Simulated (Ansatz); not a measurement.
Si in space group Fd-3m (No. 227; Si on 8a, Si on 32e, Si on 96g), PBE (plane waves, PAW; program Ansatz). The conduction-band minimum lies at L, with 4 equivalent valleys. Second derivatives d²E/dk² of the lowest band at one valley (eV·Å²), along Cartesian directions:

```csv
direction,d²E/dk²
[100],17.82
[010],17.82
[001],17.82
[110],21.60
[101],14.04
[011],14.04
```

Question: Find the principal effective masses, the density-of-states mass and the conductivity mass.

Answer: Off-diagonal terms follow from H_xy = H[110] − (H_xx + H_yy)/2, and m*/mₑ = 7.620 eV·Å² over each eigenvalue: 0.30, 0.54, 0.54. One valley's DOS mass (m₁m₂m₃)^(1/3) = 0.45, conductivity mass 3/(Σ 1/mᵢ) = 0.43 mₑ.

Question: What effective density of states Nc follows at 300 K for parabolic valleys?

Answer: Nc = 2.509e19 × 4 × (0.45)^(3/2) ≈ 3.0e19 cm⁻³.

The first step of the workflow began from a Materials Project structure, measured or hypothetical. Its sites differ from those of the usual phase in this space group: another stacking or structure type. Symmetry was held in the PBE relaxation; its stability against distortions is not shown here.

Potentials: the earlier of the program's two PAW sets.

Edges and masses are those of Kohn–Sham bands, whose gap is no quasiparticle gap.
